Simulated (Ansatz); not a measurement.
## Formation energy of TaBe₂ (C15 type)

```xyz
6
Lattice="0.0000 3.2355 3.2355 3.2355 0.0000 3.2355 3.2355 3.2355 0.0000" Properties=species:S:1:pos:R:3 pbc="T T T"
Ta    0.8089    0.8089    0.8089
Ta   -0.8089   -0.8089   -0.8089
Be    3.2355    3.2355    3.2355
Be    1.6178    1.6178    3.2355
Be    1.6178    3.2355    1.6178
Be    3.2355    1.6178    1.6178
```

The cell comes from a relaxation on PAW files under the same functional, begun from a prototype that needn't be the stable phase.

Level of theory: DFT with PBEsol, scalar-relativistic, in Ansatz 0.2.0; a Γ-centred 9×9×9 k mesh, Fermi–Dirac smearing of 0.05 eV, no spin polarisation. LAPW: all electrons, basis error target 1 meV/atom; PAW: frozen-core files, cutoff 420 eV.

The elements are taken as Be hcp, Ta bcc, each relaxed on PAW files under the same functional and computed by the same method as the compound; zero-point and thermal terms are left out.

Spin–orbit coupling is left out, which matters for the heavy atoms. The PAW files were made under PBE.

Problem. Give the formation energy by each method, with the residual pressure at this cell and the LAPW gap.

Solution. 

```csv
method,ΔE(formation) (eV/atom),P at this cell (GPa),gap (eV)
LAPW,-0.188,-0.09,0.00
PAW,-0.188,0.05,–
```

Problem. Give the LAPW value for one formula unit in kJ/mol.

Solution. -0.188 eV/atom × 3 atoms × 96.485 kJ/(mol·eV) = -54.4 kJ/mol, at zero temperature and without zero-point motion.

Problem. What Bader charges does the PAW density give?

Solution. Ta1 -0.07 e, Be3 +0.04 e.
